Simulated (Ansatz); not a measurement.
# Bands of Ti

```
Ti
1.0
     2.93573    0.00000    0.00000
    -1.46787    2.54242    0.00000
     0.00000    0.00000    4.64086
Ti
2
Cartesian
  0.0000 1.6949 1.1602
  1.4679 0.8475 3.4806
```

Atoms are numbered in the order listed.

Structure from Materials Project entry mp-46 (possibly hypothetical), not relaxed further.

The calculation used Ansatz 0.2.0, DFT, LDA, all-electron LAPW, scalar-relativistic.

Sampling and basis: a Γ-centred 13×13×7 k mesh, Fermi–Dirac smearing of 0.05 eV, basis error target 0.25 meV/atom, no spin polarisation.

Points in fractions of the reciprocal vectors of this cell: Γ (0, 0, 0), M (0.5, 0, 0), K (0.333, 0.333, 0), A (0, 0, 0.5), L (0.5, 0, 0.5), H (0.333, 0.333, 0.5). The path joins them by straight lines in the order Γ–M–K–Γ–A–L–H–A–L; legs that retrace an earlier one aren't tabulated. Energies are in eV from the Fermi level.

(1) Is there a gap?

(2) List the levels between -20 and 0.5 eV at the symmetry points.

Answers

(1) none: bands cross the Fermi level, a metal.

(2) 
Γ: -6.13, -2.69
M: -2.33, -2.18, -1.86, -0.57, 0.43
K: -1.72, -1.38 (×2), -1.27, 0.21 (×2)
A: -4.27 (×2), 0.09 (×2)
L: -2.55 (×2), -0.82 (×2)
H: -1.24 (×2), -1.11 (×2), -0.19 (×2)
